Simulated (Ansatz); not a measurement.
**Pb2Au, first-principles data**

Pb$_{2}$Au:
```xyz
6
Lattice="-3.6607 3.6607 2.8388 3.6607 -3.6607 2.8388 3.6607 3.6607 -2.8388" Properties=species:S:1:pos:R:3 pbc="T T T"
Pb     4.8292     1.1685     0.0000
Pb    -1.1685     2.4922     2.8388
Pb     1.1685     2.4922     0.0000
Pb     2.4922     1.1685     2.8388
Au     0.0000     0.0000     4.2581
Au     0.0000     0.0000     1.4194
```

Space group I4/mcm (No. 140); conventional cell a = b = 7.321 Å, c = 5.678 Å, α = β = γ = 90.00°.

Method: DFT-PBEsol in the program Ansatz with PAW potentials. Geometry: relaxed at this level of theory. Other levels are named where they apply.

Cell and energy:

- Volume per atom = 25.36 Å³
- Density = 13.34 g/cm³
- Formation energy from the elements (no fitted shifts) = -0.074 eV/atom

Electronic structure:

- Electronic character: metallic (no gap)
- Density of states at the Fermi level: 0.35 states/eV per atom (mean over ±0.08 eV)

Mechanics:

Bulk modulus (Birch–Murnaghan fit): 68.7 GPa
Pressure derivative B′: 5.3

Phonons:

- Highest zone-centre frequency = 134 cm^-1
- Zone-centre stability = no imaginary mode at Γ

The workflow started from a Materials Project entry (that database holds measured and hypothetical structures alike); the Crystallography Open Database files this formula in space group No. 140, but the cells were not matched. Whether it is the stable phase at ambient conditions was not checked. Symmetry was held in the PBEsol relaxation. As this level gives no gap, phonon frequencies hold no LO–TO term and depend on the k-mesh and smearing (Fermi–Dirac, 0.1 eV here). Axis ratios of metals converge slowly with the k-mesh, so a and c are less sure than the volume. The references are the lowest solids computed at this level, not always the standard phases. Spin–orbit coupling is left out wherever it is not named.

Potentials: the later of the program's two PAW sets.
